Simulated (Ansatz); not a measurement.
NaI:
```
NaI
1.0
    0.00000     3.12961     3.12961
    3.12961     0.00000     3.12961
    3.12961     3.12961     0.00000
Na I
1 1
Direct
  0.00000   0.00000   0.00000
  0.50000   0.50000   0.50000
```

Relaxed with LDA. Special points in fractions of this cell's reciprocal vectors: Γ (0.000, 0.000, 0.000); X (0.500, 0.000, 0.500); U (0.625, 0.250, 0.625); K (0.375, 0.375, 0.750); L (0.500, 0.500, 0.500); W (0.500, 0.250, 0.750).

**Question.** List the band energies nearest the valence-band maximum at these points for plane-wave PAW LDA (Ansatz code).

**Answer.** In eV from the valence-band maximum; about four levels below and three above (degenerate sets whole), none deeper than 8.9 eV; points with the same levels are listed once.

```
k              below                above
-  -----------------  -------------------
Γ     0.00 0.00 0.00  3.62 7.84 7.84 7.84
X  -2.30 -0.91 -0.91      4.34 5.21 10.28
U  -1.99 -1.64 -0.74       5.06 6.64 8.91
L  -2.62 -0.35 -0.35       4.90 7.40 7.40
W  -1.72 -1.72 -1.15       5.87 7.46 7.46
```

Space group Fm-3m (rock salt). The cell was relaxed with LDA under the symmetry of its start; phonons on a q-mesh show no instability. Spin–orbit coupling is left out wherever it is not named.

Potentials: the later of the program's two PAW sets.
